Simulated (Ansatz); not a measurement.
CO$_{2}$ in space group P4_2/mnm (No. 136; C on 2a, O on 4f), r²SCAN+D4 in the plane-wave PAW code Ansatz. The conduction-band minimum lies at Γ, with 1 equivalent valley. Second derivatives d²E/dk² of the lowest band at one valley (eV·Å²), along Cartesian directions:

```tsv
direction	d²E/dk²
[100]	11.69
[010]	11.69
[001]	9.138
[110]	11.69
[101]	10.42
[011]	10.42
```

Q: Find the principal effective masses, the density-of-states mass and the conductivity mass.

A: Off-diagonal terms follow from H_xy = H[110] − (H_xx + H_yy)/2, and m*/mₑ = 7.620 eV·Å² over each eigenvalue: 0.65, 0.65, 0.83. One valley's DOS mass (m₁m₂m₃)^(1/3) = 0.71, conductivity mass 3/(Σ 1/mᵢ) = 0.70 mₑ.

Q: What effective density of states Nc follows at 300 K for parabolic valleys?

A: Nc = 2.509e19 × 1 × (0.71)^(3/2) ≈ 1.5e19 cm⁻³.

The workflow started from a Materials Project entry (that database holds measured and hypothetical structures alike); the Crystallography Open Database copy checked does not list it. COD files the formula under space group No. 122, 205. The cell was relaxed with r²SCAN+D4 under the symmetry of its start; its stability against distortions is not shown here. The substance is a gas or liquid at ambient conditions.

Potentials: the later of the program's two PAW sets.

Edges and masses are those of Kohn–Sham bands, whose gap is no quasiparticle gap.
